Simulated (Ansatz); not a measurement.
Guessed and relaxed cells of GaAs₅

The guess for GaAs₅ was made by a generator: random cell by space group and Wyckoff sites (P6/mmm, No. 191). Its size is a rough estimate.

start.cif

```cif
data_structure
_symmetry_space_group_name_H-M 'P6/mmm'
_symmetry_Int_Tables_number 191
_cell_length_a 5.2294
_cell_length_b 5.2294
_cell_length_c 6.1019
_cell_angle_alpha 90.000
_cell_angle_beta 90.000
_cell_angle_gamma 120.000
_cell_volume 144.51
loop_
_atom_site_label
_atom_site_type_symbol
_atom_site_symmetry_multiplicity
_atom_site_Wyckoff_symbol
_atom_site_fract_x
_atom_site_fract_y
_atom_site_fract_z
_atom_site_occupancy
Ga1 Ga 1 a 0.00000 0.00000 0.00000 1
As1 As 4 h 0.33333 0.66667 0.73462 1
As2 As 1 b 0.00000 0.00000 0.50000 1
```

Method: DFT PBE, scalar-relativistic, plane waves, PAW in Ansatz. Cutoff 420 eV, Gaussian smearing, Γ-centred meshes. Cell and atoms relax first on a coarse mesh and then on a finer one. In between, the cell is made exact in the group found at 0.06 Å. In metals the finer mesh still leaves noise of several meV/atom or more. The steps can't lower the symmetry of their start. No spin polarisation.

end.cif

```cif
data_structure
_symmetry_space_group_name_H-M 'P6/mmm'
_symmetry_Int_Tables_number 191
_cell_length_a 4.9249
_cell_length_b 4.9249
_cell_length_c 5.9170
_cell_angle_alpha 90.000
_cell_angle_beta 90.000
_cell_angle_gamma 120.000
_cell_volume 124.29
loop_
_atom_site_label
_atom_site_type_symbol
_atom_site_symmetry_multiplicity
_atom_site_Wyckoff_symbol
_atom_site_fract_x
_atom_site_fract_y
_atom_site_fract_z
_atom_site_occupancy
Ga1 Ga 1 a 0.00000 0.00000 0.00000 1
As1 As 4 h 0.33333 0.66667 0.71372 1
As2 As 1 b 0.00000 0.00000 0.50000 1
```

The symmetry stays P6/mmm (No. 191). The volume per atom shrinks by 14.0 %, from 24.1 to 20.7 Å³. The shortest distance goes from 2.86 Å (As–As) to 2.53 Å (As–As). The energy falls by about 0.16 eV/atom (the start's value is from the coarse mesh).

For GaAs₅, the volume per atom is 20.71 Å³ and the density is 5.94 g/cm³. The energy over the elements is +0.30 eV/atom. The gap on the 12×12×6 mesh of the 6-atom cell is 0 eV (a metal).

Energies over the elements count from the elements' standard structures at the same level, with no fitted energy shifts. A positive value: parting into the elements would lower its energy.

The last run used Gaussian smearing of 0.10 eV. The reference form of As is held partly by dispersion forces, which this level lacks. A structure relaxed within its symmetry needn't be a true minimum. In all, the 3 runs took 4.1 min on 1 thread of Intel(R) Xeon(R) Platinum 8259CL CPU @ 2.50GHz (Skylake/Cascade Lake), on a shared host.
